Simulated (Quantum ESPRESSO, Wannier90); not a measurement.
Ba2HfS4 (I4/mmm), plane waves to Wannier functions

```
begin unit_cell_cart
ang
    0.0000000000   -4.9471800000    0.0000000000
    4.9471800000    0.0000000000    0.0000000000
   -2.4735900000    2.4735900000    7.9265050000
end unit_cell_cart
begin atoms_frac
Ba   0.3578000000  0.3578000000 -0.2844000000
Ba  -0.3578000000 -0.3578000000  0.2844000000
Hf   0.0000000000  0.0000000000  0.0000000000
S    0.5000000000  0.0000000000  0.0000000000
S    0.0000000000  0.5000000000  0.0000000000
S   -0.1613600000 -0.1613600000 -0.3227200000
S    0.1613600000  0.1613600000  0.3227200000
end atoms_frac
```

Cell from Materials Project (mp-9321), symmetrised, no further relaxation. Not found in the COD (Crystallography Open Database) copy used; not checked further. Method: PBEsol plane waves in Quantum ESPRESSO 7.5 (PseudoDojo norm-conserving files, 47 Ry, spinors with spin-orbit coupling), Bloch states on a 4×4×4 mesh through Γ, Wannier90 4.0.1. Density: 8×8×8 mesh, cold smearing 0.01 Ry.

Bands 17-32 form an isolated set from -12.55 to -10.05 eV relative to the valence-band maximum (on the path) and are turned into 16 Wannier functions by minimising the spread from the start: SCDM (isolated).

Centres (Cartesian, Å; one of the equivalent choices) and spreads:

```
n        x       y       z  spread (Å²)  nearest atom
--  ------  ------  ------  -----------  ------------
1   -2.474   2.473   2.242        1.386           Ba2
2    2.473  -2.474  -2.243        1.383           Ba1
3    2.472  -2.472  -2.241        1.425           Ba1
4   -2.472   2.472   2.241        1.425           Ba2
5    2.475  -2.475  -2.242        1.385           Ba1
6   -2.474   2.475   2.243        1.382           Ba2
7    0.000   0.000  -2.499        1.414            S6
8    0.000   0.000   2.499        1.414            S7
9    0.000   2.474   0.000        1.914            S4
10   0.000   2.474   0.000        1.914            S4
11   2.474   0.000   0.000        1.914            S5
12   0.000   4.947   5.683        1.338           Ba1
13   2.473  -2.473   2.244        1.338           Ba2
14   0.000   0.000   2.499        1.414            S7
15   0.000   0.000  -2.499        1.414            S6
16  -2.474   0.000   0.000        1.914            S5
```

Ω_I = 24.18 Å², Ω_total = 24.37 Å²; the interpolated bands follow pw.x to 0.2 meV rms on the path. Only this start was tried; a symmetric start can stop on a saddle, and mixtures of these functions could lower the total by at most Ω_total − Ω_I.
